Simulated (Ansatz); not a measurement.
The relaxed structure here is a generated cell of ZnSnP2: the first start was made by placing the elements on the sites of a structure type, and the end was not matched to a known phase here, so it may be hypothetical.

One starting cell of ZnSnP2 (a generated cell, ZnSnP2 built in the AFLOW prototype ABC2_hP8_194_d_a_f (as in AlCr2C)) was relaxed twice with Ansatz (plane waves, PAW, scalar-relativistic): with PBEsol at 420 eV and with PBE at 420 eV. The PBEsol result:

```yaml
crystal:
  lattice:
    - [3.79597, 0.00000, 0.00000]
    - [-1.89799, 3.28741, 0.00000]
    - [0.00000, 0.00000, 11.97482]
  atoms:
    - { symbol: Zn, position: [0.33333, 0.66667, 0.75000] }
    - { symbol: Zn, position: [0.66667, 0.33333, 0.25000] }
    - { symbol: P, position: [0.33333, 0.66667, 0.14186] }
    - { symbol: P, position: [0.66667, 0.33333, 0.64186] }
    - { symbol: P, position: [0.66667, 0.33333, 0.85814] }
    - { symbol: P, position: [0.33333, 0.66667, 0.35814] }
    - { symbol: Sn, position: [0.00000, 0.00000, 0.00000] }
    - { symbol: Sn, position: [0.00000, 0.00000, 0.50000] }
```

```tsv
quantity	PBEsol	PBE
space group	P6₃/mmc	P6₃/mmc
volume (Å³/atom)	18.68	19.63
a (Å)	3.796	3.884
c (Å)	11.975	12.024
gap (eV, no spin-orbit coupling)	0.00	0.00
```

Both levels end in the same structure; PBE's volume is 5.1 % larger. Neither column is exact.

No spin polarisation in the result.

The run could not lower the symmetry of its start; a shaken copy of this end point relaxes with PBEsol to C2/c (No. 15), 0.05 eV/atom lower.

Ansatz is a first-principles code.
